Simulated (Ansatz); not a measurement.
TePd (CsCl type, space group No. 221), DFT-r²SCAN in the program Ansatz with PAW potentials, all energies at zero smearing, with the estimated change up to a 700 eV cutoff added, with one set of potentials and settings (totals compare only within such a set). Cell of 2 atoms (1 Pd, 1 Te): -13980.761 eV.

```csv
element,reference phase,E (eV/atom)
Pd,"Fm-3m, 1 atoms in the cell",-6985.7628
Te,"P3_121, 3 atoms in the cell",-6994.9041
```

Formation energy per atom, worked out: (-13980.761 − 1×(-6985.7628) − 1×(-6994.9041))/2 = -0.047 eV/atom (-5 kJ per mol of atoms), at 0 K, without zero-point energy or fitted corrections.

Space group Pm-3m (CsCl type). The cell is a constructed one: a structure type filled with these elements; neither database checked (COD, Materials Project) lists it. COD files the formula under space group No. 194, so this cell is another polymorph or a model. Whether it is the stable phase at ambient conditions was not checked. The r²SCAN relaxation kept the symmetry of its start; whether a distortion lowers the energy is not shown. No spin polarisation was allowed. The references are the lowest solids computed at this level, not always the standard phases. Spin–orbit coupling is left out wherever it is not named.

Potentials: the earlier of the program's two PAW sets.
